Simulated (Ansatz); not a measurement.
Rocksalt alloy of MgO and CaO (6 of 32 Mg sites exchanged), 64 atoms

Ansatz, PAW, plane waves. PBEsol relaxation of volume and atoms (shape held) at the single k point (½, ½, ½); single points on the relaxed atoms at the Γ point alone, onto which points of the small cell's zone fold. Arrangement: random. No spin–orbit coupling unless named.

Relaxed structure:

```
CELL_PARAMETERS angstrom
8.67316 0.00000 0.00000
0.00000 8.67316 0.00000
0.00000 0.00000 8.67316
ATOMIC_POSITIONS crystal
O 0.24673 0.99883 0.01176
O 0.24904 0.99681 0.48855
O 0.23694 0.50018 0.01345
O 0.24747 0.50216 0.48771
O 0.75241 0.99762 0.98999
O 0.75122 0.98742 0.50928
O 0.76159 0.50274 0.99960
O 0.75301 0.51181 0.49814
O 0.00180 0.24635 0.98840
O 0.01258 0.24840 0.51255
O 0.00042 0.75198 0.99751
O 0.00264 0.75034 0.50260
O 0.49708 0.23706 0.99705
O 0.48843 0.24635 0.50177
O 0.49886 0.76139 0.99883
O 0.49754 0.75198 0.50039
O 0.00931 0.98742 0.25119
O 0.98857 0.99681 0.74901
O 0.99817 0.51181 0.25297
O 0.98774 0.50216 0.74743
O 0.49002 0.99762 0.25239
O 0.51179 0.99882 0.74670
O 0.49963 0.50274 0.26156
O 0.51348 0.50018 0.73691
O 0.26096 0.25236 0.24786
O 0.25399 0.24971 0.75395
O 0.25209 0.74749 0.24924
O 0.25119 0.74930 0.75116
O 0.73661 0.26271 0.23658
O 0.74789 0.25236 0.76093
O 0.74664 0.73957 0.24661
O 0.74927 0.74749 0.75206
Mg 0.99957 0.99617 0.99629
Mg 0.00294 0.99272 0.50291
Mg 0.99782 0.50435 0.99976
Mg 0.99990 0.50750 0.49987
Mg 0.49964 0.99888 0.99961
Mg 0.49632 0.99616 0.49955
Mg 0.49977 0.50435 0.49779
Mg 0.24992 0.24581 0.00236
Mg 0.25213 0.24958 0.49702
Mg 0.24701 0.75274 0.00521
Mg 0.24996 0.74961 0.49465
Mg 0.75011 0.24952 0.99524
Mg 0.75261 0.74983 0.99707
Mg 0.74990 0.74810 0.50260
Mg 0.25149 0.99543 0.25010
Mg 0.24975 0.50341 0.25192
Mg 0.75012 0.99544 0.75147
Mg 0.74979 0.50519 0.24977
Mg 0.75194 0.50341 0.74973
Mg 0.99704 0.24958 0.75210
Mg 0.00261 0.74810 0.24988
Mg 0.99468 0.74961 0.74994
Mg 0.49527 0.24952 0.25009
Mg 0.50238 0.24581 0.74989
Mg 0.49709 0.74983 0.25258
Mg 0.50523 0.75274 0.74699
Ca 0.50147 0.49972 0.00144
Ca 0.74823 0.25186 0.50353
Ca 0.25012 0.99927 0.75010
Ca 0.24843 0.49965 0.74840
Ca 0.74798 0.99611 0.24795
Ca 0.00356 0.25186 0.24820
```

Task: What are the mean bond lengths by pair (pairs within 1.2 times the sum of covalent radii, less contacts 15 % beyond the pair's median; cation–cation pairs of compounds aside; long ionic contacts are cut short by that bound)?

Result: Ca–O 2.261 ± 0.041 Å (standard deviation, 36 bonds); Mg–O 2.149 ± 0.051 Å (standard deviation, 156 bonds).

Task: What gap lies between the top filled and the lowest empty level in the single points?

Result: HSE06 6.08 eV (31 s on NVIDIA GB300).
